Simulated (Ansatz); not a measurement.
A geometry of Li away from equilibrium: step 3 of the relaxation of a relaxed Li cell displaced along its unstable phonon at q = (½, ½, 0) of its primitive reciprocal cell (226i cm⁻¹), largest move 0.15 Å. These are r2SCAN (plane waves to 500 eV, PAW, scalar-relativistic; Ansatz, a first-principles code) values and carry that method's errors. Γ-centred k-mesh 10×10×10 on the run's cell (coarser than for final values), Fermi–Dirac smearing 0.05 eV. The plane waves were selected for a different cell earlier on the path.

```xyz
4
Lattice="-0.0303 5.8634 5.8675 2.9165 2.9165 5.8675 2.9165 2.9165 0.0000" Properties=species:S:1:pos:R:3 pbc="T T T"
Li     1.6897     0.9725     1.4183
Li     1.2117     4.8757     4.3520
Li    -0.4857     0.2314     0.0486
Li     3.3871     5.6168     2.9824
```

**Question.** Give the Cartesian forces on all atoms (eV/Å).

**Answer.** 
```csv
atom,Fx,Fy,Fz
Li1,0.21,-0.45,-0.19
Li2,-0.21,0.45,-0.19
Li3,-0.45,0.21,0.19
Li4,0.45,-0.21,0.19
```

The path ends in Cmcm (No. 63). No spin polarisation in the result.

The run could not lose the symmetry of its start: the end is stationary, and may be a saddle point rather than a minimum.

The end of the path is a generated cell of Li: the first start was made by placing the elements on the sites of a structure type, and the end was not matched to a known phase here, so it may be hypothetical. Known forms of Li include space group No. 229.
